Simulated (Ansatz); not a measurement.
Values for one crystal, relaxed and computed with plane-wave PAW r²SCAN (Ansatz code); other levels are named.

* **Volume per atom**: 14.56 Å³
* **Electronic character**: metallic (no gap)
* **Formation energy from the elements (no fitted shifts)**: -0.54 eV/atom
* **Density of states at the Fermi level**: 0.35 states/eV per atom (mean over ±0.08 eV)

### Question
Pick the material that matches.
A) EuZnSi, P6_3/mmc (Zn on 2c, Si on 2d, Eu on 2a)
B) La2MgSi2, P4/mbm (La on 4h, Mg on 2a, Si on 4g)
C) Pr2SiRh3, R-3m (Pr on 6c, Si on 3a, Rh on 9d)
D) NbSi2, P6_422 (Nb on 3c, Si on 6i)

### Answer
D, NbSi2, P6_422 (Nb on 3c, Si on 6i)

The first step of the workflow began from a Materials Project structure, measured or hypothetical; the Crystallography Open Database files this formula in space group No. 181, but the cells were not matched. Its standing as an ambient phase is unchecked. Symmetry was held in the r²SCAN relaxation; its stability against distortions is not shown here. No spin polarisation was allowed. The references are the lowest solids computed at this level, not always the standard phases. Scalar-relativistic: spin–orbit coupling is off unless named, which matters more the heavier the elements.

Potentials: the later of the program's two PAW sets.
